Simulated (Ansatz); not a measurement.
C:
Space group P6₃/mmc (No. 194); a = b = 4.436 Å, c = 2.522 Å, α = β = 90.00°, γ = 120.00°

```csv
atom,site,symmetry,x,y,z
C,6h,mm2,0.1042,0.5521,0.2500
```

Relaxed with r²SCAN. r²SCAN (plane waves, PAW; program Ansatz) gives a gap of 2.44 eV.

Task: What gap does HSE06 give on the same cell (Ansatz, PAW)?

Result: 3.33 eV, 0.89 eV more. The hybrid was solved on a coarser mesh and at special points; its gap is the smallest among all of these.

```csv
k,v1 r²SCAN,c1 r²SCAN,v1 HSE06,c1 HSE06
Γ,0.00,2.44,0.00,3.33
A,-5.61,5.90,(withheld),(withheld)
K,-3.72,5.69,(withheld),(withheld)
H,-4.73,4.53,(withheld),(withheld)
M,-1.85,4.96,(withheld),(withheld)
L,-4.48,4.48,-4.65,5.38
```

Task: Top valence (v1) and lowest conduction level (c1) in eV from each method's valence maximum (which need not be a listed point): supply the withheld HSE06 values.

Result: 
- M, v1 HSE06: -1.92
- M, c1 HSE06: 5.97
- K, v1 HSE06: -3.84
- K, c1 HSE06: 6.62
- H, v1 HSE06: -4.90
- H, c1 HSE06: 5.43
- A, v1 HSE06: -5.82
- A, c1 HSE06: 6.80

Cost on shared cores: the r²SCAN run (SCF on a 7×7×11 mesh, then bands and DOS) about 21 core-seconds (a rough figure), the HSE06 run (SCF on 4×4×6, then a few points) around 40 core-seconds (rough); the tasks are unlike.

Space group P6_3/mmc. The start of the workflow was typed in or built on a structure type. Its sites differ from those of the usual phase in this space group: another stacking or structure type. Symmetry was held in the r²SCAN relaxation; its stability against distortions is not shown here.

Potentials: the earlier of the program's two PAW sets.
